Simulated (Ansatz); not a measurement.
Relaxed-ion elastic tensor of GaN (wurtzite, P6_3mc) in GPa (Voigt order), r²SCAN in the plane-wave PAW code Ansatz; density 6.11 g/cm³, 11.37 Å³ per atom.

```tsv
	1	2	3	4	5	6
1	362	132	94.4	0.0	0.0	0.0
2	132	362	94.4	0.0	0.0	0.0
3	94.4	94.4	400	0.0	0.0	0.0
4	0.0	0.0	0.0	97.9	0.0	0.0
5	0.0	0.0	0.0	0.0	97.9	0.0
6	0.0	0.0	0.0	0.0	0.0	115
```

Is the crystal mechanically stable?

Yes: the smallest eigenvalue of C is 97.9 GPa.

Work out the Voigt, Reuss and Hill averages.

K_V = 196, K_R = 196, K_H = 196; G_V = 116, G_R = 113, G_H = 114 GPa.

Give Young's modulus, Poisson's ratio, Pugh's ratio and the universal anisotropy index.

E = 9KG/(3K + G) = 287 GPa; ν = 0.26; K/G = 1.72 (near the Pugh limit of 1.75, no verdict); A_U = 5G_V/G_R + K_V/K_R − 6 = 0.13.

Estimate the sound speeds and the Debye temperature.

v_l = √((K + 4G/3)/ρ) = 7550 m/s, v_t = √(G/ρ) = 4320 m/s, mean 4800 m/s; Θ = (h/k)(3n/4πV)^(1/3) v_m = 636 K.

How much does each axis shrink under pressure?

Linear compressibilities β_i = Σ_j S_ij (j = 1 to 3): x 1.7, y 1.7, z 1.7 per TPa.

The cell was relaxed with r²SCAN under the symmetry of its start; phonons on a q-mesh show no instability.

Potentials: the earlier of the program's two PAW sets.
